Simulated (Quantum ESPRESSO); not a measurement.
## Kohn-Sham bands of PtSe2 (CdI2 type)

```
PtSe2
1.0
    3.71731     0.00000     0.00000
   -1.85866     3.21928     0.00000
    0.00000     0.00000     5.82007
Pt Se
1 2
Direct
  0.00000   0.00000   0.00000
  0.66667   0.33333   0.77461
  0.33333   0.66667   0.22539
```

Materials Project entry mp-1115; symmetrised, unrelaxed at this level. COD (Crystallography Open Database) has an entry of this formula and space group (matched by these alone). Computed values, not measurements, from PBEsol: Quantum ESPRESSO (norm-conserving PseudoDojo potentials, cutoff 69 Ry, no spin polarisation, no spin-orbit coupling) on a Γ-centred 12×12×6 mesh, then Wannier90. Density: 12×12×6 mesh, Gaussian smearing 0.01 Ry. The cell is built of weakly bound layers, chains or molecules, whose nearest atoms lie 3.85 Å apart. Database cells relaxed without dispersion often hold them too far apart, which can enlarge gaps and weakens couplings between them; spacing and stacking were not compared with the measured crystal. Spin-orbit coupling is left out although heavy elements are present.

Q: List the Kohn-Sham levels between −8 and 3.3 eV relative to the valence-band maximum at the high-symmetry points, as a band run of pw.x on that density gives them (levels within 2 meV counted together).

A: 
```tsv
point	k (reciprocal lattice)	levels (eV)
Γ	0.000 0.000 0.000	-6.21, -5.76 (×2), -3.48 (×2), -2.14, -0.59 (×2), -0.06, 2.20 (×2)
M	0.500 0.000 0.000	-6.75, -5.29, -4.68, -4.18, -2.92, -2.89, -2.68, -2.58, -2.52, 1.36, 2.32
K	0.333 0.333 0.000	-6.06, -5.53 (×2), -4.15 (×2), -3.16, -2.67, -1.44 (×2), 0.64 (×2)
A	0.000 0.000 0.500	-5.75 (×2), -5.37, -3.49 (×2), -2.21, -1.55, -0.71 (×2), 2.47 (×2)
L	0.500 0.000 0.500	-6.87, -5.34, -4.78, -4.55, -3.01, -2.92, -2.64, -2.37, -1.50, 1.82, 1.88
H	0.333 0.333 0.500	-5.87, -5.63 (×2), -4.06 (×2), -3.21, -3.14, -1.80 (×2), 1.72 (×2)
```
